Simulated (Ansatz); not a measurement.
Zn (hcp, Mg type)

```yaml
crystal:
  lattice:
    - [2.64679, 0.00000, 0.00000]
    - [-1.32339, 2.29218, 0.00000]
    - [0.00000, 0.00000, 4.67938]
  atoms:
    - { symbol: Zn, position: [0.33333, 0.66667, 0.75000] }
    - { symbol: Zn, position: [0.66667, 0.33333, 0.25000] }
```

E(V) scan at fixed shape, V₀ the volume above. Symmetry pins the atoms to their sites.

Level of theory: r2SCAN (plane waves to 500 eV, PAW, scalar-relativistic; Ansatz, a quantum-chemistry and plane-wave program). k mesh 20×20×10 (Γ-centred), Fermi-Dirac smearing 0.05 eV. Energies are smeared free energies. Stress and pressure are positive under compression. Zn was relaxed with its symmetry unable to fall. The zero of ΔE is the relaxed starting cell.

| V (Å³/cell) | ΔE (eV/atom) | P (GPa) |
|---|---|---|
| 23.85 | 0.151 | 25.3 |
| 24.76 | 0.090 | (withheld) |
| 25.66 | 0.047 | 12.2 |
| 26.57 | (withheld) | 7.4 |
| 27.48 | 0.005 | 3.3 |
| 28.39 | 0.000 | 0.0 |
| 29.30 | 0.004 | -2.7 |
| 30.21 | (withheld) | -4.9 |
| 31.11 | 0.032 | -6.7 |
| 32.02 | 0.053 | -8.2 |
| 32.93 | (withheld) | -9.3 |

Problem. What belongs in the gaps?

Solution. 
- 24.76, P (GPa): 18.1
- 26.57, ΔE (eV/atom): 0.020
- 30.21, ΔE (eV/atom): 0.015
- 32.93, ΔE (eV/atom): 0.078

(A scan under strain: stresses follow from slopes of the energy per volume, elastic moduli from its curvatures.)
